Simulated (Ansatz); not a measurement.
**TaGe₂, first-principles data**

TaGe₂:
```
CELL_PARAMETERS angstrom
      4.57363     0.00000     0.00000
     -2.28681     3.96088     0.00000
      0.00000     0.00000     2.66977
ATOMIC_POSITIONS crystal
  Ta 0.00000 0.00000 0.00000
  Ge 0.33333 0.66667 0.50000
  Ge 0.66667 0.33333 0.50000
```

Space group P6/mmm (No. 191); conventional cell a = 4.574 Å, b = 4.574 Å, c = 2.670 Å, α = 90.00°, β = 90.00°, γ = 120.00°.

Method: DFT-LDA in the program Ansatz with PAW potentials. The cell and atoms are relaxed at this level. Other levels are named where they apply.

**Cell and energy**

| Property | Result |
|---|---|
| Volume per atom | 16.12 Å³ |
| Density | 11.20 g/cm³ |
| Formation energy from the elements (no fitted shifts) | 0.18 eV/atom |

**Electronic structure**

| Quantity | Value |
|---|---|
| Electronic character | metallic (no gap) |
| Density of states at the Fermi level | 0.50 states/eV per atom (mean over ±0.08 eV) |

**Mechanics**

| Property | Result |
|---|---|
| Bulk modulus (Birch–Murnaghan fit) | 139 GPa |
| Pressure derivative B′ | 5.1 |
| Elastic constants (relaxed ions, GPa) | C11 = 243, C12 = 97.4, C13 = 64.6, C33 = 369, C44 = -27.5 |
| Mechanical stability | unstable (C has a negative eigenvalue) |

**Phonons**

| Item | Result |
|---|---|
| Highest zone-centre frequency | 217 cm^-1 |
| Zone-centre stability | unstable, softest mode 73i cm⁻¹ |

The cell is a constructed one: a structure type filled with these elements; neither database checked (COD, Materials Project) lists it. COD files the formula under space group No. 180, so this cell is another polymorph or a model. Whether it is the stable phase at ambient conditions was not checked. The LDA relaxation kept the symmetry of its start. The run is not spin-polarised. As this level gives no gap, shear constants depend on the k-mesh and smearing (Fermi–Dirac, 0.1 eV here). As this level gives no gap, phonon frequencies hold no LO–TO term and depend on the k-mesh and smearing (Fermi–Dirac, 0.1 eV here). On the denser mesh and wider smearing of the elastic run this cell carries a stress of 0.5 GPa. The references are the lowest solids computed at this level, not always the standard phases. Spin–orbit coupling is left out wherever it is not named.

Potentials: the later of the program's two PAW sets.
